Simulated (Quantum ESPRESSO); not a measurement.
## Mo3TaSe7Cl (one run as intended and one with a planted mistake)

Simulated, not a measurement. The program is pw.x of Quantum ESPRESSO 7.5 (plane-wave density functional theory). The cell is made up: 12 atoms on a layered 2H lattice, with randomly drawn elements, strain and displacements, not relaxed. PseudoDojo standard norm-conserving files (v0.5 for PBE, v0.4.1 for LDA and PBEsol) set the functional; there is no spin polarisation, spin-orbit coupling or dispersion term, and the masses in the input are unused placeholders.

Intended input:

```
&control calculation='scf', pseudo_dir='./dojo.nc.sr.pbe.v0_5.standard.upf', outdir='./o', disk_io='medium', tprnfor=.true., tstress=.true. /
&system ibrav=0, nat=12, ntyp=4, nbnd=93, ecutwfc=85.99341389, nosym=.true., tot_charge=0,
 occupations='smearing', smearing='fd', degauss=0.0018374661
/
&electrons conv_thr=7.350e-09, electron_maxstep=60, /
ATOMIC_SPECIES
Cl 1.0 Cl.upf
Mo 1.0 Mo.upf
Se 1.0 Se.upf
Ta 1.0 Ta.upf
CELL_PARAMETERS angstrom
3.4007 0.0083 0.0119
0.0144 5.9362 0.0217
0.0477 0.0501 13.4943
ATOMIC_POSITIONS angstrom
Mo 0.0312 1.974 3.3442
Mo 1.7334 1.0286 10.1045
Ta 1.7279 4.9612 3.3902
Mo 0.0492 3.9897 10.1386
Se 0.044 1.974 8.4703
Se 0.0457 2.0309 11.794
Se 1.6871 1.0016 1.6878
Se 1.7237 1.0084 5.0792
Se 1.7318 4.9676 8.4853
Se 1.7286 4.9826 11.8344
Se 0.0057 3.9596 1.695
Cl 0.0109 3.9982 5.1159
K_POINTS automatic
6 4 2 1 1 1
```

The log is shortened where brackets say so; the opening notice, blank lines, dates and the lines on written files are dropped, and the path of the files is cut. It prints rydbergs, bohrs and kilobars, and counts compression as positive stress. Where no state is partly filled, the Fermi energy that it prints is only some level between the filled and the empty states on the mesh, and need not lie in the true gap.

Log of the intended run:

```
     Program PWSCF v.7.5
     Parallel version (MPI & OpenMP), running on       1 processor cores
     Number of MPI processes:                 1
     Threads/MPI process:                     1
     [start-up lines left out]
     bravais-lattice index     =            0
     lattice parameter (alat)  =       6.4265  a.u.
     unit-cell volume          =    1838.2730 (a.u.)^3
     number of atoms/cell      =           12
     number of atomic types    =            4
     number of electrons       =       174.00
     number of Kohn-Sham states=           93
     kinetic-energy cutoff     =      85.9934  Ry
     charge density cutoff     =     343.9737  Ry
     scf convergence threshold =      7.3E-09
     mixing beta               =       0.7000
     number of iterations used =            8  plain     mixing
     Exchange-correlation= PBE
                           (   1   4   3   4   0   0   0)
     [axes and pseudopotential details left out]
   Cartesian axes
     site n.     atom                  positions (alat units)
         1        Mo     tau(   1) = (   0.0091745   0.5804634   0.9833768  )
         2        Mo     tau(   2) = (   0.5097139   0.3024644   2.9712730  )
         3        Ta     tau(   3) = (   0.5080966   1.4588628   0.9969033  )
         4        Mo     tau(   4) = (   0.0144675   1.1731890   2.9813002  )
         5        Se     tau(   5) = (   0.0129384   0.5804634   2.4907292  )
         6        Se     tau(   6) = (   0.0134383   0.5971951   3.4680779  )
         7        Se     tau(   7) = (   0.4960992   0.2945249   0.4963051  )
         8        Se     tau(   8) = (   0.5068616   0.2965245   1.4935613  )
         9        Se     tau(   9) = (   0.5092435   1.4607448   2.4951401  )
        10        Se     tau(  10) = (   0.5083025   1.4651556   3.4799577  )
        11        Se     tau(  11) = (   0.0016761   1.1643379   0.4984223  )
        12        Cl     tau(  12) = (   0.0032052   1.1756884   1.5043531  )
     number of k points=    24  Fermi-Dirac smearing, width (Ry)=  0.0018
                       cart. coord. in units 2pi/alat
        k(    1) = (   0.0829418   0.0711805   0.0624456), wk =   0.0833333
        k(    2) = (   0.0833817   0.0716401  -0.0635638), wk =   0.0833333
     [further k points left out]
     Dense  grid:   197901 G-vectors     FFT dimensions: (  40,  72, 160)
     Estimated max dynamical RAM per process >     410.77 MB
     Initial potential from superposition of free atoms
     starting charge     173.9943, renormalised to     174.0000
     Starting wfcs are  107 randomized atomic wfcs
     total cpu time spent up to now is       40.5 secs
     per-process dynamical memory:   222.1 Mb
     Self-consistent Calculation
     iteration #  1     ecut=    85.99 Ry     beta= 0.70
     Davidson diagonalization with overlap
     ethr =  1.00E-02,  avg # of iterations =  2.0
     Threshold (ethr) on eigenvalues was too large:
     Diagonalizing with lowered threshold
     Davidson diagonalization with overlap
     ethr =  8.39E-04,  avg # of iterations =  2.0
     total cpu time spent up to now is      239.7 secs
     total energy              =   -2281.72747651 Ry
     estimated scf accuracy    <       1.48480440 Ry
     iteration #  2     ecut=    85.99 Ry     beta= 0.70
     Davidson diagonalization with overlap
     ethr =  8.53E-04,  avg # of iterations =  8.8
     total cpu time spent up to now is      373.1 secs
     total energy              =   -2278.48829477 Ry
     estimated scf accuracy    <      40.85049876 Ry
     [iterations 3 to 20 left out]
     iteration # 21     ecut=    85.99 Ry     beta= 0.70
     Davidson diagonalization with overlap
     ethr =  2.32E-10,  avg # of iterations =  4.5
     total cpu time spent up to now is     2444.4 secs
     total energy              =   -2282.61236625 Ry
     estimated scf accuracy    <       0.00000004 Ry
     iteration # 22     ecut=    85.99 Ry     beta= 0.70
     Davidson diagonalization with overlap
     ethr =  2.50E-11,  avg # of iterations =  4.4
     total cpu time spent up to now is     2521.9 secs
     End of self-consistent calculation
     [lines on levels left out]
     the Fermi energy is    11.1018 ev
!    total energy              =   -2282.61236625 Ry
     estimated scf accuracy    <          6.9E-09 Ry
     smearing contrib. (-TS)   =      -0.00000000 Ry
     internal energy E=F+TS    =   -2282.61236625 Ry
     The total energy is F=E-TS. E is the sum of the following terms:
     one-electron contribution =   -1331.20349180 Ry
     hartree contribution      =     712.10339970 Ry
     xc contribution           =    -439.10190652 Ry
     ewald contribution        =   -1224.41036762 Ry
     convergence has been achieved in  22 iterations
     Forces acting on atoms (cartesian axes, Ry/au):
     atom    1 type  2   force =    -0.01401586   -0.00101031    0.04261655
     atom    2 type  2   force =     0.00473162   -0.01090512    0.03041589
     atom    3 type  4   force =    -0.00909556    0.01056760    0.01666193
     atom    4 type  2   force =    -0.01026939   -0.00326247    0.00542688
     atom    5 type  3   force =    -0.00138307    0.01676393    0.00519941
     atom    6 type  3   force =    -0.00393826   -0.00904982   -0.02337330
     atom    7 type  3   force =     0.01263428   -0.00420795    0.01144845
     atom    8 type  3   force =     0.00018237    0.00344809   -0.03474276
     atom    9 type  3   force =     0.00662241    0.00323212    0.01320296
     atom   10 type  3   force =     0.00425706    0.00343842   -0.03078285
     atom   11 type  3   force =     0.00800419    0.00292980    0.01079011
     atom   12 type  1   force =     0.00227021   -0.01194429   -0.04686326
     Total force =     0.099589     Total SCF correction =     0.000670
     Computing stress (Cartesian axis) and pressure
          total   stress  (Ry/bohr**3)                   (kbar)     P=      -48.06
  -0.00034355  -0.00002399  -0.00004301          -50.54       -3.53       -6.33
  -0.00002399  -0.00038916  -0.00005937           -3.53      -57.25       -8.73
  -0.00004301  -0.00005937  -0.00024734           -6.33       -8.73      -36.38
     init_run     :     35.77s CPU     40.36s WALL (       1 calls)
     electrons    :   2379.41s CPU   2481.41s WALL (       1 calls)
     forces       :     14.68s CPU     14.92s WALL (       1 calls)
     stress       :     54.39s CPU     56.41s WALL (       1 calls)
     [timing details left out]
     PWSCF        :  41m24.72s CPU  43m14.97s WALL
     JOB DONE.
```

A second run has one planted mistake: the k-point mesh is too coarse. The input lines that differ, file-writing options aside:

```
- 6 4 2 1 1 1
+ 2 2 2 1 1 1
```

Its log:

```
     Program PWSCF v.7.5
     Parallel version (MPI & OpenMP), running on       1 processor cores
     Number of MPI processes:                 1
     Threads/MPI process:                     1
     [start-up lines left out]
     bravais-lattice index     =            0
     lattice parameter (alat)  =       6.4265  a.u.
     unit-cell volume          =    1838.2730 (a.u.)^3
     number of atoms/cell      =           12
     number of atomic types    =            4
     number of electrons       =       174.00
     number of Kohn-Sham states=           93
     kinetic-energy cutoff     =      85.9934  Ry
     charge density cutoff     =     343.9737  Ry
     scf convergence threshold =      7.3E-09
     mixing beta               =       0.7000
     number of iterations used =            8  plain     mixing
     Exchange-correlation= PBE
                           (   1   4   3   4   0   0   0)
     [axes and pseudopotential details left out]
   Cartesian axes
     site n.     atom                  positions (alat units)
         1        Mo     tau(   1) = (   0.0091745   0.5804634   0.9833768  )
         2        Mo     tau(   2) = (   0.5097139   0.3024644   2.9712730  )
         3        Ta     tau(   3) = (   0.5080966   1.4588628   0.9969033  )
         4        Mo     tau(   4) = (   0.0144675   1.1731890   2.9813002  )
         5        Se     tau(   5) = (   0.0129384   0.5804634   2.4907292  )
         6        Se     tau(   6) = (   0.0134383   0.5971951   3.4680779  )
         7        Se     tau(   7) = (   0.4960992   0.2945249   0.4963051  )
         8        Se     tau(   8) = (   0.5068616   0.2965245   1.4935613  )
         9        Se     tau(   9) = (   0.5092435   1.4607448   2.4951401  )
        10        Se     tau(  10) = (   0.5083025   1.4651556   3.4799577  )
        11        Se     tau(  11) = (   0.0016761   1.1643379   0.4984223  )
        12        Cl     tau(  12) = (   0.0032052   1.1756884   1.5043531  )
     number of k points=     4  Fermi-Dirac smearing, width (Ry)=  0.0018
                       cart. coord. in units 2pi/alat
        k(    1) = (   0.2494392   0.1423898   0.0615927), wk =   0.5000000
        k(    2) = (   0.2498790   0.1428494  -0.0644167), wk =   0.5000000
     [further k points left out]
     Dense  grid:   197901 G-vectors     FFT dimensions: (  40,  72, 160)
     Estimated max dynamical RAM per process >     410.77 MB
     Initial potential from superposition of free atoms
     starting charge     173.9943, renormalised to     174.0000
     Starting wfcs are  107 randomized atomic wfcs
     total cpu time spent up to now is        8.9 secs
     per-process dynamical memory:   224.9 Mb
     Self-consistent Calculation
     iteration #  1     ecut=    85.99 Ry     beta= 0.70
     Davidson diagonalization with overlap
     ethr =  1.00E-02,  avg # of iterations =  2.0
     Threshold (ethr) on eigenvalues was too large:
     Diagonalizing with lowered threshold
     Davidson diagonalization with overlap
     ethr =  8.25E-04,  avg # of iterations =  2.0
     total cpu time spent up to now is       50.1 secs
     total energy              =   -2281.83524761 Ry
     estimated scf accuracy    <       1.45746776 Ry
     iteration #  2     ecut=    85.99 Ry     beta= 0.70
     Davidson diagonalization with overlap
     ethr =  8.38E-04,  avg # of iterations =  8.5
     total cpu time spent up to now is       93.4 secs
     total energy              =   -2278.90690099 Ry
     estimated scf accuracy    <      35.98011011 Ry
     [iterations 3 to 22 left out]
     iteration # 23     ecut=    85.99 Ry     beta= 0.70
     Davidson diagonalization with overlap
     ethr =  9.11E-12,  avg # of iterations =  3.8
     total cpu time spent up to now is      539.9 secs
     total energy              =   -2282.69727673 Ry
     estimated scf accuracy    <       0.00000002 Ry
     iteration # 24     ecut=    85.99 Ry     beta= 0.70
     Davidson diagonalization with overlap
     ethr =  9.11E-12,  avg # of iterations =  2.2
     total cpu time spent up to now is      569.0 secs
     End of self-consistent calculation
     [lines on levels left out]
     the Fermi energy is    10.9688 ev
!    total energy              =   -2282.69727673 Ry
     estimated scf accuracy    <          1.8E-09 Ry
     smearing contrib. (-TS)   =      -0.00000000 Ry
     internal energy E=F+TS    =   -2282.69727673 Ry
     The total energy is F=E-TS. E is the sum of the following terms:
     one-electron contribution =   -1331.22055550 Ry
     hartree contribution      =     712.00318671 Ry
     xc contribution           =    -439.06954032 Ry
     ewald contribution        =   -1224.41036762 Ry
     convergence has been achieved in  24 iterations
     Forces acting on atoms (cartesian axes, Ry/au):
     atom    1 type  2   force =    -0.01090292   -0.01658111    0.04242618
     atom    2 type  2   force =     0.00382655    0.00511540    0.02723390
     atom    3 type  4   force =    -0.00771474    0.00572673    0.01278441
     atom    4 type  2   force =    -0.00822219    0.01186264    0.00479052
     atom    5 type  3   force =    -0.00114006    0.00763624    0.01086428
     atom    6 type  3   force =    -0.00343078   -0.01646626   -0.02583020
     atom    7 type  3   force =     0.01052414   -0.00007121    0.01574464
     atom    8 type  3   force =    -0.00077132    0.00764257   -0.03809613
     atom    9 type  3   force =     0.00562250   -0.00414348    0.01774401
     atom   10 type  3   force =     0.00339171   -0.00377971   -0.03413431
     atom   11 type  3   force =     0.00702357    0.01040005    0.01959271
     atom   12 type  1   force =     0.00179354   -0.00734187   -0.05312001
     Total force =     0.106934     Total SCF correction =     0.000296
     Computing stress (Cartesian axis) and pressure
          total   stress  (Ry/bohr**3)                   (kbar)     P=      -55.49
  -0.00031300  -0.00002276  -0.00003975          -46.04       -3.35       -5.85
  -0.00002276  -0.00047950  -0.00006085           -3.35      -70.54       -8.95
  -0.00003975  -0.00006085  -0.00033913           -5.85       -8.95      -49.89
     init_run     :      8.24s CPU      8.68s WALL (       1 calls)
     electrons    :    533.87s CPU    560.20s WALL (       1 calls)
     forces       :      4.52s CPU      4.71s WALL (       1 calls)
     stress       :     14.43s CPU     15.20s WALL (       1 calls)
     [timing details left out]
     PWSCF        :   9m21.31s CPU   9m49.28s WALL
     JOB DONE.
```

|  | intended run | run with the mistake |
| --- | --- | --- |
| free energy (eV) | -31056.523 | -31057.679 |
| smearing term -TS (eV) | 0.0000 | 0.0000 |
| pressure (GPa) | -4.81 | -5.55 |
| largest force component (eV/Å) | 1.205 | 1.366 |
| largest change of a force component (eV/Å) |  | 0.412 |
| iterations | 22 | 24 |

For scale, a rerun of the intended cell at a cutoff of 1467 eV and k mesh 8 x 6 x 4 moved values by no more than 0.003 eV in energy, 0.02 GPa in stress and 0.004 eV/Å in force.